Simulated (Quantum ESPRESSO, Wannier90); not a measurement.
## MoS$_{2}$ (R3m), plane waves to Wannier functions

Structure: Materials Project mp-1434, symmetrised, not relaxed again. COD (Crystallography Open Database) has the formula in 3 space groups, this one among them (matched by group alone). Level: PBEsol, spinors with spin-orbit coupling; pw.x of Quantum ESPRESSO at 64 Ry with PseudoDojo potentials, 6×6×6 k-points, Wannier90. Density: 12×12×12 mesh, cold smearing 0.01 Ry. The cell is built of weakly bound layers, chains or molecules, whose nearest atoms lie 3.85 Å apart. Database cells relaxed without dispersion often hold them too far apart, which can enlarge gaps and weakens couplings between them; spacing and stacking were not compared with the measured crystal.

On the energy scale of pw.x, whose zero is arbitrary, the valence-band maximum lies at 9.85 eV.

Input w.win:

```
num_bands = 42
num_wann = 22
exclude_bands = 1-12
spinors = true
num_iter = 1000
conv_tol = 1.0e-6
conv_window = 4
dis_num_iter = 1000
dis_conv_tol = 1.0e-6
dis_froz_max = 12.41
write_hr = true
write_u_matrices = true
begin projections
f=0.01154,0.00757,-0.00314: d
f=-0.40446,-0.40318,0.23863: p
f=-0.24936,-0.23995,-0.24008: p
end projections
begin unit_cell_cart
ang
   -1.5921498499    2.7576844333    0.0000000000
   -3.1842996998    0.0000000000    0.0000000000
   -1.5921498499    0.9192281444    6.4821000000
end unit_cell_cart
begin atoms_frac
Mo   0.0002200000  0.0002200000 -0.0006600000
S   -0.4129370000 -0.4129370000  0.2388110000
S   -0.2533030000 -0.2533030000 -0.2400910000
end atoms_frac
mp_grid = 6 6 6
begin kpoints
0.0000000000 0.0000000000 0.0000000000
0.0000000000 0.0000000000 0.1666666667
0.0000000000 0.0000000000 0.3333333333
... (213 more lines: the 6x6x6 mesh through Gamma)
end kpoints
```

Input of pw2wannier90.x that gives the overlap and projection files (equivalent; here they were cut from one run over all bands):

```
&inputpp
  outdir = './out'
  prefix = 'pwscf'
  seedname = 'w'
  write_amn = .true.
  write_mmn = .true.
/
```

Output w.wout (banner and timings cut):

```
                                    ------
                                    SYSTEM
                                    ------

                              Lattice Vectors (Ang)
                    a_1    -1.592150   2.757684   0.000000
                    a_2    -3.184300   0.000000   0.000000
                    a_3    -1.592150   0.919228   6.482100

                   Unit Cell Volume:      56.92122  (Ang^3)

                        Reciprocal-Space Vectors (Ang^-1)
                    b_1     0.000000   2.278428  -0.323104
                    b_2    -1.973176  -1.139214  -0.323104
                    b_3     0.000000   0.000000   0.969313

 *----------------------------------------------------------------------------*
 |   Site       Fractional Coordinate          Cartesian Coordinate (Ang)     |
 +----------------------------------------------------------------------------+
 | mo   1   0.00022   0.00022  -0.00066   |    0.00000   0.00000  -0.00428    |
 | s    1  -0.41294  -0.41294   0.23881   |    1.59215  -0.91923   1.54800    |
 | s    2  -0.25330  -0.25330  -0.24009   |    1.59215  -0.91923  -1.55629    |
 *----------------------------------------------------------------------------*
                                ------------
                                K-POINT GRID
                                ------------

             Grid size =  6 x  6 x  6      Total points =  216

 *---------------------------------- MAIN ------------------------------------*
 |  Number of Wannier Functions               :                22             |
 |  Number of Objective Wannier Functions     :                22             |
 |  Number of input Bloch states              :                42             |
 |  Output verbosity (1=low, 5=high)          :                 1             |
 |  Timing Level (1=low, 5=high)              :                 1             |
 |  Optimisation (0=memory, 3=speed)          :                 3             |
 |  Length Unit                               :               Ang             |
 |  Post-processing setup (write *.nnkp)      :                 F             |
 |  Using Gamma-only branch of algorithms     :                 F             |
 *----------------------------------------------------------------------------*
 *------------------------------- WANNIERISE ---------------------------------*
 |  Total number of iterations                :              1000             |
 |  Number of CG steps before reset           :                 5             |
 |  Trial step length for line search         :             2.000             |
 |  Convergence tolerence                     :         0.100E-05             |
 |  Convergence window                        :                 4             |
 |  Iterations between writing output         :                 1             |
 |  Iterations between backing up to disk     :               100             |
 |  Write r^2_nm to file                      :                 F             |
 |  Write xyz WF centres to file              :                 F             |
 |  Write on-site energies <0n|H|0n> to file  :                 F             |
 |  Use guiding centre to control phases      :                 F             |
 |  Use phases for initial projections        :                 F             |
 *----------------------------------------------------------------------------*
 *------------------------------- DISENTANGLE --------------------------------*
 |  Using band disentanglement                :                 T             |
 |  Total number of iterations                :              1000             |
 |  Mixing ratio                              :             0.500             |
 |  Convergence tolerence                     :         1.000E-06             |
 |  Convergence window                        :                 3             |
 *----------------------------------------------------------------------------*
 *-------------------------------- PLOTTING ----------------------------------*
 |  Plotting Hamiltonian in WF basis          :                 T             |
 *----------------------------------------------------------------------------*

       ... (k-mesh section left out)

 Starting a new Wannier90 calculation ...

 Reading overlaps from w.mmn

 Reading projections from w.amn

 *------------------------------- DISENTANGLE --------------------------------*
 +----------------------------------------------------------------------------+
 |                              Energy  Windows                               |
 |                              ---------------                               |
 |                   Outer:    3.28607  to   26.51587  (eV)                   |
 |                   Inner:    3.28607  to   12.41000  (eV)                   |
 +----------------------------------------------------------------------------+
   Number of target bands to extract:   22

                   Unitarised projection of Wannier functions
                   ------------------------------------------
   A_mn = <psi_m|g_n> --> S = A.A^+ --> U = S^-1/2.A
   In dis_project... done
   Using an inner window (linner = T)
   In dis_proj_froz... done

                   Extraction of optimally-connected subspace
                   ------------------------------------------
 +---------------------------------------------------------------------+<-- DIS
 |  Iter     Omega_I(i-1)      Omega_I(i)      Delta (frac.)           |<-- DIS
 +---------------------------------------------------------------------+<-- DIS
       1      33.33054212      32.97782859       1.070E-02    <-- DIS
       2      32.98805397      32.85061488       4.184E-03    <-- DIS
       3      32.86253145      32.75874359       3.168E-03    <-- DIS
       4      32.76329843      32.68825933       2.296E-03    <-- DIS
       5      32.68608535      32.63335171       1.616E-03    <-- DIS
       6      32.62621833      32.59017346       1.106E-03    <-- DIS
       ... (lines left out)
      77      32.40440500      32.40443555      -9.428E-07    <-- DIS
      78      32.40440130      32.40442952      -8.711E-07    <-- DIS
      79      32.40439785      32.40442395      -8.053E-07    <-- DIS

             <<<      Delta < 1.000E-06  over  3 iterations     >>>
             <<< Disentanglement convergence criteria satisfied >>>

        Final Omega_I    32.40442395 (Ang^2)

 +----------------------------------------------------------------------------+

 Writing checkpoint file w.chk... done

 *------------------------------- WANNIERISE ---------------------------------*
 +--------------------------------------------------------------------+<-- CONV
 | Iter  Delta Spread     RMS Gradient      Spread (Ang^2)            |<-- CONV
 +--------------------------------------------------------------------+<-- CONV

 ------------------------------------------------------------------------------
 Initial State
  WF centre and spread    1  ( -0.000196,  0.000369, -0.003785 )     1.47569266
  WF centre and spread    2  ( -0.000196,  0.000369, -0.003785 )     1.47569266
  WF centre and spread    3  ( -0.002880, -0.020105, -0.003728 )     1.40444224
  WF centre and spread    4  ( -0.002880, -0.020105, -0.003728 )     1.40444225
  WF centre and spread    5  (  0.000583,  0.021502, -0.002997 )     1.40366015
  WF centre and spread    6  (  0.000583,  0.021502, -0.002997 )     1.40366019
  WF centre and spread    7  ( -0.000114, -0.089858, -0.001907 )     1.61675187
  WF centre and spread    8  ( -0.000114, -0.089858, -0.001907 )     1.61675187
  WF centre and spread    9  ( -0.000492,  0.091745, -0.001914 )     1.61182687
  WF centre and spread   10  ( -0.000492,  0.091745, -0.001914 )     1.61182687
  WF centre and spread   11  (  1.591123, -0.918715,  1.635516 )     1.70951366
  WF centre and spread   12  (  1.591123, -0.918715,  1.635516 )     1.70951366
  WF centre and spread   13  (  1.591263, -0.915266,  1.495051 )     1.59664689
  WF centre and spread   14  (  1.591263, -0.915266,  1.495051 )     1.59664689
  WF centre and spread   15  (  1.591218, -0.921958,  1.494225 )     1.60560604
  WF centre and spread   16  (  1.591218, -0.921958,  1.494225 )     1.60560603
  WF centre and spread   17  (  1.590845, -0.919524, -1.640110 )     1.71263702
  WF centre and spread   18  (  1.590845, -0.919524, -1.640110 )     1.71263702
  WF centre and spread   19  (  1.591305, -0.915767, -1.500841 )     1.60336308
  WF centre and spread   20  (  1.591305, -0.915767, -1.500841 )     1.60336310
  WF centre and spread   21  (  1.591160, -0.922338, -1.499982 )     1.60997215
  WF centre and spread   22  (  1.591160, -0.922338, -1.499982 )     1.60997216
  Sum of centres and spreads ( 19.087629,-11.019830, -0.060942 )    34.70022534

      0     0.347E+02     0.0000000000       34.7002253113  <-- CONV
        O_D=      0.0720888 O_OD=      2.2237126 O_TOT=     34.7002253 <-- SPRD
 ------------------------------------------------------------------------------
      1    -0.209E+00     0.2507433529       34.4911794007  <-- CONV
        O_D=      0.0640893 O_OD=      2.0226661 O_TOT=     34.4911794 <-- SPRD
      2    -0.113E+00     0.3696909498       34.3784012153  <-- CONV
        O_D=      0.0625609 O_OD=      1.9114163 O_TOT=     34.3784012 <-- SPRD
      3    -0.758E-01     0.2840665917       34.3026028933  <-- CONV
        O_D=      0.0606264 O_OD=      1.8375525 O_TOT=     34.3026029 <-- SPRD
      4    -0.310E-01     0.2002054887       34.2716347907  <-- CONV
        O_D=      0.0597906 O_OD=      1.8074202 O_TOT=     34.2716348 <-- SPRD
      5    -0.151E-01     0.1419401659       34.2564966908  <-- CONV
        O_D=      0.0588459 O_OD=      1.7932268 O_TOT=     34.2564967 <-- SPRD
       ... (lines left out)
    100    -0.168E-05     0.0012233146       34.2461654752  <-- CONV
        O_D=      0.0573602 O_OD=      1.7843814 O_TOT=     34.2461655 <-- SPRD
       ... (lines left out)
    180    -0.820E-06     0.0009159511       34.2460455404  <-- CONV
        O_D=      0.0573681 O_OD=      1.7842534 O_TOT=     34.2460455 <-- SPRD
    181    -0.807E-06     0.0011718801       34.2460447338  <-- CONV
        O_D=      0.0573677 O_OD=      1.7842531 O_TOT=     34.2460447 <-- SPRD
    182    -0.978E-06     0.0009121823       34.2460437558  <-- CONV
        O_D=      0.0573664 O_OD=      1.7842534 O_TOT=     34.2460438 <-- SPRD
             <<<     Delta < 1.000E-06  over  4 iterations     >>>
             <<< Wannierisation convergence criteria satisfied >>>
 Final State
  WF centre and spread    1  (  0.000019,  0.000621, -0.002830 )     1.48928418
  WF centre and spread    2  (  0.000019,  0.000621, -0.002830 )     1.48928418
  WF centre and spread    3  ( -0.000997, -0.023198, -0.002386 )     1.43915301
  WF centre and spread    4  ( -0.000997, -0.023198, -0.002386 )     1.43915302
  WF centre and spread    5  ( -0.000068,  0.024122, -0.002090 )     1.43952584
  WF centre and spread    6  ( -0.000068,  0.024122, -0.002090 )     1.43952589
  WF centre and spread    7  ( -0.000013, -0.111132, -0.001901 )     1.63880738
  WF centre and spread    8  ( -0.000013, -0.111132, -0.001901 )     1.63880738
  WF centre and spread    9  (  0.000032,  0.109616, -0.001893 )     1.63898057
  WF centre and spread   10  (  0.000032,  0.109616, -0.001893 )     1.63898056
  WF centre and spread   11  (  1.591865, -0.916747,  1.645589 )     1.63503752
  WF centre and spread   12  (  1.591865, -0.916747,  1.645589 )     1.63503752
  WF centre and spread   13  (  1.591971, -0.913963,  1.495488 )     1.55511388
  WF centre and spread   14  (  1.591971, -0.913963,  1.495488 )     1.55511387
  WF centre and spread   15  (  1.591916, -0.926398,  1.495573 )     1.55544983
  WF centre and spread   16  (  1.591916, -0.926398,  1.495573 )     1.55544982
  WF centre and spread   17  (  1.591700, -0.919422, -1.650879 )     1.63046629
  WF centre and spread   18  (  1.591700, -0.919422, -1.650879 )     1.63046629
  WF centre and spread   19  (  1.591942, -0.913969, -1.502051 )     1.55037349
  WF centre and spread   20  (  1.591942, -0.913969, -1.502051 )     1.55037351
  WF centre and spread   21  (  1.591874, -0.924083, -1.502107 )     1.55082989
  WF centre and spread   22  (  1.591874, -0.924083, -1.502107 )     1.55082990
  Sum of centres and spreads ( 19.100481,-11.029102, -0.058973 )    34.24604378

         Spreads (Ang^2)       Omega I      =    32.404423949
        ================       Omega D      =     0.057366444
                               Omega OD     =     1.784253363
    Final Spread (Ang^2)       Omega Total  =    34.246043756
```
